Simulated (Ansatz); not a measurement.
GaN (CsCl type, Pm-3m) under volume change, plane-wave PAW r²SCAN (Ansatz code), scaled uniformly.

| V (Å³/atom) | E − E(relaxed) (meV/atom) | P (GPa) |
|---|---|---|
| 8.947 | 51.3 | 20.25 |
| 9.242 | 21.5 | 12.38 |
| 9.537 | ___ | ___ |
| 9.832 | 0.0 | 0.01 |
| 10.127 | 4.5 | -4.77 |
| 10.422 | 17.0 | -8.70 |
| 10.717 | ___ | ___ |

Question: Complete the blanks.

Answer: 
- 10.717, E − E(relaxed) (meV/atom): 36.2
- 10.717, P (GPa): -12.03
- 9.537, E − E(relaxed) (meV/atom): 5.1
- 9.537, P (GPa): 5.66

Question: What does a third-order Birch–Murnaghan fit give for V₀, B₀ and B′?

Answer: V₀ = 9.83 Å³/atom, B₀ = 172 GPa, B′ = 4.7.

The cell is a constructed one: a structure type filled with these elements; neither database checked (COD, Materials Project) lists it. It is not the phase usual at ambient conditions (space group No. 186, 216). Symmetry was held in the r²SCAN relaxation. At this level the phase is mechanically unstable.

Potentials: the earlier of the program's two PAW sets.
